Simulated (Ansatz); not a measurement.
Co2Si under strain: Quadrupolar parameters

The cell is an entry of the Crystallography Open Database (COD), relaxed with PBE at fixed cell and then changed (z stretched by 2 %, ions relaxed).

```yaml
crystal:
  lattice:
    - [4.91800, 0.00000, 0.00000]
    - [0.00000, 3.73800, 0.00000]
    - [0.00000, 0.00000, 7.25118]
  atoms:
    - { symbol: Co, position: [0.96424, 0.75000, 0.21719] }
    - { symbol: Co, position: [0.03576, 0.25000, 0.78281] }
    - { symbol: Co, position: [0.53576, 0.25000, 0.71719] }
    - { symbol: Co, position: [0.46424, 0.75000, 0.28281] }
    - { symbol: Co, position: [0.82531, 0.75000, 0.56256] }
    - { symbol: Co, position: [0.17469, 0.25000, 0.43744] }
    - { symbol: Co, position: [0.67469, 0.25000, 0.06256] }
    - { symbol: Co, position: [0.32531, 0.75000, 0.93744] }
    - { symbol: Si, position: [0.29568, 0.75000, 0.60878] }
    - { symbol: Si, position: [0.70432, 0.25000, 0.39122] }
    - { symbol: Si, position: [0.20432, 0.25000, 0.10878] }
    - { symbol: Si, position: [0.79568, 0.75000, 0.89122] }
```

Atom numbers follow the list; atoms alike are taken as one site, whose name carries the number of the first.

Level of theory: DFT, PBE, plane waves and PAW, scalar-relativistic, collinear spin, 420 eV cutoff, Γ-centred 9×12×6 k-points, Fermi–Dirac smearing 0.05 eV (Ansatz 0.2.0). Start moments as typed (μB): 3 on each Co, none on the rest.

Conventions: |V_zz| ≥ |V_yy| ≥ |V_xx|, η = (V_xx − V_yy)/V_zz, C_Q = eQV_zz/h.

⁵⁹Co: I = 7/2, Q = 420.0 mb. Nuclear quadrupole moments: year-2017 set (Pyykkö).

(1) Which values are expected at the nuclei?

## Answers

(1) 

```csv
site,atoms (order as listed),first shell,"V_xx, V_yy, V_zz (10²¹ V/m²)",η,C_Q (MHz)
Co1,"1, 2, 3, 4","5 Si at 2.35–2.59 Å, 8 Co at 2.50–2.70 Å","-0.72, -0.79, 1.51",0.04,15.3
Co5,"5, 6, 7, 8","5 Si at 2.32–2.63 Å, 8 Co at 2.60–2.70 Å","0.15, 1.21, -1.36",0.79,-13.8
Si,"9, 10, 11, 12",10 Co at 2.32–2.63 Å,"-1.13, -2.07, 3.21",0.29,–
```

Si has no stable isotope with a ground-state quadrupole moment in the table, so no C_Q is given.

The run finds no gap above 0.1 eV (a metal, or nearly one), so the gradients can move by 10 % or more with the k-mesh. With these PAW files V_zz is typically within 2 to 3 % of all-electron values, but misses above 10 % occur on Co. At this changed cell the PBE pressure is -9 GPa. The run lost most of its start moments on Co; a state with other moments may lie lower. The magnetic order is the one that the run reached from its start moments, not necessarily the measured one (the real compound may not order at all).
